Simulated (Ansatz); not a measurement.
# Na₄NbAlSi₃O₁₂: ¹⁷O NMR of the central transition

Cell: a computed structure from the Materials Project (it need not be an observed phase), atoms as given.

```cif
data_Na4NbAlSi3O12
_symmetry_space_group_name_H-M 'R3c:H'
_symmetry_Int_Tables_number 161
_cell_length_a 9.0188
_cell_length_b 9.0188
_cell_length_c 21.9558
_cell_angle_alpha 90.000
_cell_angle_beta 90.000
_cell_angle_gamma 120.000
loop_
_atom_site_label
_atom_site_type_symbol
_atom_site_symmetry_multiplicity
_atom_site_Wyckoff_symbol
_atom_site_fract_x
_atom_site_fract_y
_atom_site_fract_z
Na1 Na 18 b 0.3019 0.3431 0.5803
Na7 Na 6 a 0.0000 0.0000 0.4944
Al Al 6 a 0.0000 0.0000 0.3533
Nb Nb 6 a 0.0000 0.0000 0.6457
Si Si 18 b 0.9596 0.3408 0.5863
O19 O 18 b 0.1987 0.0339 0.3112
O25 O 18 b 0.8001 0.9678 0.6918
O31 O 18 b 0.0247 0.8406 0.4116
O37 O 18 b 0.9745 0.1637 0.5877
```

One atom of each set is listed; the run and its k-mesh use a cell of 42 atoms with edges of 8.98, 8.98, 8.98 Å.

Computed with Ansatz: DFT, r2SCAN, plane waves and PAW, scalar-relativistic, 500 eV cutoff, Γ-centred 3×3×3 k-points, Fermi–Dirac smearing 0.02 eV.

¹⁷O has I = 5/2 and Q = -25.58 mb (Pyykkö 2018); at 11.7 T its Larmor frequency is ν₀ = 67.6 MHz. Only the quadrupole interaction is simulated: positions count from each site's isotropic chemical shift, and J coupling is left out, as are shift anisotropy and dipolar coupling, which fast spinning averages.

(1) Give C_Q, η, the quadrupolar product P_Q = |C_Q|(1 + η²/3)^½, the second-order isotropic shift and the breadth of the pattern (fast magic-angle spinning) for each O site.

Answers

(1) 

```json
{"site": "O19", "first shell": "1 Si at 1.62 Å, 1 Al at 1.90 Å, angle 152°; also 2 Na at 2.52–2.95 Å", "C_Q (MHz)": "-4.27", "η": "0.14", "P_Q (MHz)": "4.28", "δ_QIS (ppm)": "-24.1", "breadth (kHz)": "3.63"}
{"site": "O25", "first shell": "1 Si at 1.67 Å, 1 Nb at 1.96 Å, angle 151°; also 3 Na at 2.75–3.33 Å", "C_Q (MHz)": "-3.18", "η": "0.17", "P_Q (MHz)": "3.19", "δ_QIS (ppm)": "-13.4", "breadth (kHz)": "2.03"}
{"site": "O31", "first shell": "1 Si at 1.63 Å, 1 Al at 2.02 Å, angle 147°; also 3 Na at 2.37–2.48 Å", "C_Q (MHz)": "-4.17", "η": "0.30", "P_Q (MHz)": "4.23", "δ_QIS (ppm)": "-23.6", "breadth (kHz)": "3.65"}
{"site": "O37", "first shell": "1 Si at 1.67 Å, 1 Nb at 2.05 Å, angle 142°; also 3 Na at 2.52–2.60 Å", "C_Q (MHz)": "-3.51", "η": "0.07", "P_Q (MHz)": "3.51", "δ_QIS (ppm)": "-16.2", "breadth (kHz)": "2.40"}
```

δ_QIS = −(ν_Q²/30ν₀²)[I(I+1) − 3/4](1 + η²/3) × 10⁶ ppm with ν_Q = 3|C_Q|/[2I(2I−1)]; it falls as 1/B₀² in ppm, and the breadth as 1/B₀ in kHz.

At O25, O31 and O37 V_zz points along the shorter of its two bonds, to Si (within 8°) in each case. At O19 V_zz runs parallel to the line that joins its two neighbours (within 5°).

At this cell the r2SCAN pressure is -7 GPa, so with r2SCAN the cell would shrink if it were relaxed. The entry's cell may itself be off. The largest force is 0.5 eV/Å, so the atoms aren't at the calculated equilibrium and relaxing them would move these values. Without spin–orbit coupling (the program notes it for Nb) the gradients are little affected as a rule: paired runs on crystals with a gap mostly move them by under 2 % at such atoms.
